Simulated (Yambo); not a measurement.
Yambo run on N (space group P4_2/mnm, No. 136). The wavefunctions come from this Quantum ESPRESSO step (LDA, PseudoDojo standard norm-conserving files, scalar-relativistic):

```
&CONTROL
  calculation = 'nscf'
  pseudo_dir = './pseudo'
  outdir = './out'
/
&SYSTEM
  ibrav = 0
  nat = 4
  ntyp = 1
  ecutwfc = 84.0
  ecutrho = 336.0
  occupations = 'fixed'
  force_symmorphic = .true.
  nbnd = 159
/
&ELECTRONS
  conv_thr = 4e-09
  diago_full_acc = .true.
  diago_thr_init = 1e-08
/
ATOMIC_SPECIES
N 14.0070 N.upf
CELL_PARAMETERS angstrom
  4.084060000000   0.000000000000   0.000000000000
  0.000000000000   4.084060000000   0.000000000000
  0.000000000000   0.000000000000   5.345910000000
ATOMIC_POSITIONS crystal
N   0.904280000000   0.904280000000   0.000000000000
N   0.095720000000   0.095720000000   0.000000000000
N   0.595720000000   0.404280000000   0.500000000000
N   0.404280000000   0.595720000000   0.500000000000
K_POINTS automatic
4 4 2 0 0 0
```

Yambo input:

```
rim_cut
gw0
dyson
el_el_corr
HF_and_locXC
ppa
em1d
RandQpts= 1000000
RandGvec= 1 Ry
EXXRLvcs= 84 Ry
VXCRLvcs= 336 Ry
Chimod= "HARTREE"
% BndsRnXp
 1 | 158 |
%
NGsBlkXp= 8 Ry
% LongDrXp
 1.0 | 1.0 | 1.0 |
%
PPAPntXp= 27.2114 eV
% GbndRnge
 1 | 158 |
%
GTermKind= "BG"
DysSolver= "n"
ExtendOut
% QPkrange
 1 | 1 | 10 | 11 |
 12 | 12 | 10 | 11 |
%
```

k points by index: 1 = Γ, 12 = A.

Table of the .qp output:

```
#    K-point    Band    Eo [eV]    E [eV]    E-Eo [eV]    Vxc [eV]    Vnlxc [eV]    Sc|Eo [eV]    Sc|E [eV]    dSc/dw|Eo [eV]    Re(Z)    Im(Z)
#
    1    10    -0.204286    -3.247666    -3.043380    -16.99843    -23.52514    2.884157    3.483330    -5.357104    0.835511    -0.001027
    1    11    6.720090    10.02784    3.307747    -13.75928    -7.923865    -2.019396    -2.527671    -4.181278    0.866806    -0.791342E-3
    12    10    0.000000    -2.998668    -2.998668    -17.31542    -23.76634    2.860251    3.452249    -5.371881    0.835132    -0.001026
    12    11    7.574598    11.12712    3.552517    -14.94469    -8.568632    -2.242307    -2.823541    -4.452020    0.859395    -0.812116E-3
```
(The two width columns are left out.) Convergence of these settings isn't established.

Geometry of the Materials Project entry, not relaxed at this level.

The structure is a Materials Project entry; no match was found in the copy of COD used, and its stability was not checked.

The distance between layers or molecules is the database entry's, not relaxed here. Functionals without dispersion can leave it too large, which widens gaps and weakens the response across layers: the numbers belong to this cell.
